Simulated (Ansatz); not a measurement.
A geometry of Pt away from equilibrium: step 3 of the relaxation of a randomly generated symmetric cell of Pt (space group No. 217). All values below come from PBEsol (plane waves to 420 eV, PAW, scalar-relativistic; Ansatz, a program for electronic structure). Γ-centred k-mesh 9×9×9 on the run's cell (coarser than for final values), Fermi–Dirac smearing 0.05 eV. The plane waves were selected for a different cell earlier on the path.

```
Pt
1.0
   -2.53557     2.53557     2.53557
    2.53557    -2.53557     2.53557
    2.53557     2.53557    -2.53557
Pt
4
Direct
  0.61226   0.61226   0.61226
  0.00000   0.00000   0.38774
  0.00000   0.38774   0.00000
  0.38774   0.00000   0.00000
```

**Question.** Give the Cartesian forces on all atoms (eV/Å).

**Answer.** 
```json
[
 {"atom": "Pt1", "Fx": "-0.28", "Fy": "-0.28", "Fz": "-0.28"},
 {"atom": "Pt2", "Fx": "0.28", "Fy": "0.28", "Fz": "-0.28"},
 {"atom": "Pt3", "Fx": "0.28", "Fy": "-0.28", "Fz": "0.28"},
 {"atom": "Pt4", "Fx": "-0.28", "Fy": "0.28", "Fz": "0.28"}
]
```

The path ends in I-43m (No. 217). No spin polarisation in the result.

The run could not lower the symmetry of its start; a shaken copy of this end point relaxes with PBEsol to I4/mmm (No. 139), 0.23 eV/atom lower.

The end of the path is a generated cell of Pt: the first start was made by a random draw of sites in a space group, and the end was not matched to a known phase here, so it may be hypothetical. Known forms of Pt include space group No. 225.
